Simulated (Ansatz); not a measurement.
# Phonon spectrum of Zn4S3O

Method: DFT PBE, scalar-relativistic, plane waves, PAW in Ansatz. Settings: 420 eV plane-wave cutoff, Γ-centred 8×8×8 mesh, fixed occupations. No spin polarisation. Phonons by linear response, acoustic sum rule imposed.

Equilibrium structure at this level:
```
CELL_PARAMETERS angstrom
-2.62239 2.62239 5.20140
2.62239 -2.62239 5.20140
2.62239 2.62239 -5.20140
ATOMIC_POSITIONS crystal
Zn 0.66169 0.66169 0.55305
Zn 0.89135 0.33831 0.00000
Zn 0.10865 0.10865 0.44695
Zn 0.33831 0.89135 0.00000
S 0.25000 0.75000 0.50000
S 0.50000 0.50000 0.00000
S 0.75000 0.25000 0.50000
O 0.00000 0.00000 0.00000
```

The structure comes from a generated guess, relaxed at this level; another structure or a mixture of phases may lie lower. The q mesh is coarse, so values between its points are rough.

Force constants from linear response on a 2×2×2 q mesh.

Task: Is the structure dynamically stable on this mesh?

Result: Yes, on this mesh: no mode is imaginary.

Task: Give the frequencies (cm⁻¹; i marks imaginary ones) at the irreducible q points, in fractions of the reciprocal vectors, the Γ row without the LO field.

Result:
```
                   q  star                                                                                 frequencies
   0.000 0.000 0.000     1     0 0 0 92 92 113 113 122 125 187 189 222 258 260 260 300 300 308 310 320 320 395 395 404
  0.000 0.000 -0.500     2   70 73 75 76 80 82 106 121 170 177 202 203 256 270 278 282 283 306 309 326 334 397 405 408
  0.000 -0.500 0.000     4  74 76 88 94 96 107 119 127 151 160 176 201 263 273 276 297 304 313 314 319 331 398 407 423
-0.500 -0.500 -0.500     1  73 73 82 82 94 100 106 106 142 150 212 215 270 270 288 288 289 304 322 322 336 392 392 436
```
